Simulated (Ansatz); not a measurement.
## Al3GaN4: pressure coefficient of the gap from its deformation potential

Method: DFT r2SCAN, scalar-relativistic, plane waves, PAW in Ansatz. Cutoff 500 eV, mesh 6×8×4 in the first runs.

The relaxed cell is Pm with a = 5.038 Å, b = 3.125 Å, c = 5.410 Å, β = 90.0°. An equation of state gives B0 = 207.2 GPa at V0 = 10.648 Å³/atom, and gaps on the k mesh of 4.402 eV at 10.328 Å³/atom, 4.146 eV at 10.647 Å³/atom, 3.901 eV at 10.967 Å³/atom.

Problem. Predict dE_g/dP at zero pressure, and compare with cells relaxed under pressure.

Solution. A parabola in ln V through the three points has the slope a = dE_g/d ln V = -8.35 eV at V0. Since dP = −B d ln V, dE_g/dP = −a/B = 40.3 meV/GPa. Separate runs under pressure gave gaps (over the zone) of 4.064 eV at -1.99 GPa, 4.146 eV at 0.01 GPa, 4.226 eV at 2.01 GPa, a slope of 40.3 meV/GPa at zero. The two routes agree within 0.1 meV/GPa. Compression widens this gap. Pressure coefficients of semilocal functionals are as a rule better than their gaps.